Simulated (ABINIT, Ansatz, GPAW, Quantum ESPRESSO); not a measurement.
# ScRu3: 4 runs at one level of theory

```
CELL_PARAMETERS angstrom
3.93844 0.00000 0.00000
0.00000 3.93844 0.00000
0.00000 0.00000 3.93844
ATOMIC_POSITIONS crystal
Ru 0.50000 0.50000 0.00000
Ru 0.50000 0.00000 0.50000
Ru 0.00000 0.50000 0.50000
Sc 0.00000 0.00000 0.00000
```

The cell comes from a database or a generator and needn't be the stable form of this composition.

Alike in all runs: task single point; functional PBE; k mesh 7 × 7 × 7; occupations fermi-dirac, width 0.05 eV; no spin polarisation; no spin-orbit coupling. Pressure is positive in compression and, in plane waves, holds the error of the finite cutoff, which Ansatz's Pulay term estimates and takes out.

```csv
program and potentials,plane-wave cutoff (eV),notes,pressure (GPa)
"Ansatz, Ansatz PAW",420,Pulay term of +0.06 GPa included,-1.71
"GPAW, GPAW PAW data sets (gpaw-data 1.2.1)",600,-,-2.10
"Quantum ESPRESSO, SSSP 1.3 efficiency PBE",816,-,-1.77
"ABINIT, JTH PAW PBE v2.0",408,-,-1.84
```

The pressure spans -2.10 (GPAW, GPAW PAW data sets (gpaw-data 1.2.1)) to -1.71 GPa (Ansatz, Ansatz PAW).

Differences between rows come from potentials, basis sets and numerical settings, since the functional is the same but for its coding. Runs on potential files found faulty are left out.
